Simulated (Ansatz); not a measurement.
The relaxed structure here is a generated cell of Pt: the first start was made by placing the elements on the sites of a structure type, and the end was not matched to a known phase here, so it may be hypothetical. Known forms of Pt include space group No. 225.

A relaxed cell of Pt (I4/mmm (No. 139)), relaxed on a k-mesh at least as fine as the one used below. Computed with PBEsol (plane waves to 420 eV, PAW, scalar-relativistic; Ansatz, a quantum-chemistry and plane-wave program). Γ-centred k-mesh 15×8×14 on the run's cell (coarser than for final values), Fermi–Dirac smearing 0.05 eV.

```xyz
2
Lattice="-1.6763 1.6763 1.3523 3.3526 -3.3526 2.7045 1.6763 1.6763 -1.3523" Properties=species:S:1:pos:R:3 pbc="T T T"
Pt     0.0000     0.0000     0.0000
Pt     1.6763    -1.6763     1.3523
```

The atoms are displaced by (Å):

```tsv
atom	ux	uy	uz
Pt1	-0.076	0.064	-0.012
Pt2	-0.092	-0.107	0.031
```

Q: What forces (eV/Å) and pressure result?

A: 
```json
[
 {"atom": "Pt1", "Fx": "0.11", "Fy": "-1.03", "Fz": "0.43"},
 {"atom": "Pt2", "Fx": "-0.11", "Fy": "1.03", "Fz": "-0.43"}
]
```

Pressure +2.0 GPa.

Q: Estimate the energy cost of the displacement in the harmonic approximation and compare with the calculation.

A: For a harmonic well ΔE = −½ Σ F·u = 0.096 eV a cell, or 48 meV/atom. The calculated energy relative to the undisplaced cell is +0.05 eV/atom, so the harmonic estimate holds well.

No spin polarisation in the result.

The run that gave the undisplaced cell could not lose the symmetry of its start; a randomly shaken copy of 2 atoms returns to this structure.
